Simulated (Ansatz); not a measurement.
Q: Ga (α-Ga, Cmce) is relaxed with DFT-PBE in the program Ansatz with PAW potentials. What lattice parameters of the conventional cell result?

A: a = 4.582 Å, b = 7.743 Å, c = 4.583 Å.

Q: Give the free coordinates with the occupied sites.

A: In one choice of origin and axes:

| atom | site | symmetry | x | y | z |
|---|---|---|---|---|---|
| Ga | 8f | m.. | 0.0000 | 0.3437 | 0.4176 |

The cell was relaxed with PBE under the symmetry of its start. Axis ratios of metals converge slowly with the k-mesh, so a and c are less sure than the volume.

Potentials: the earlier of the program's two PAW sets.
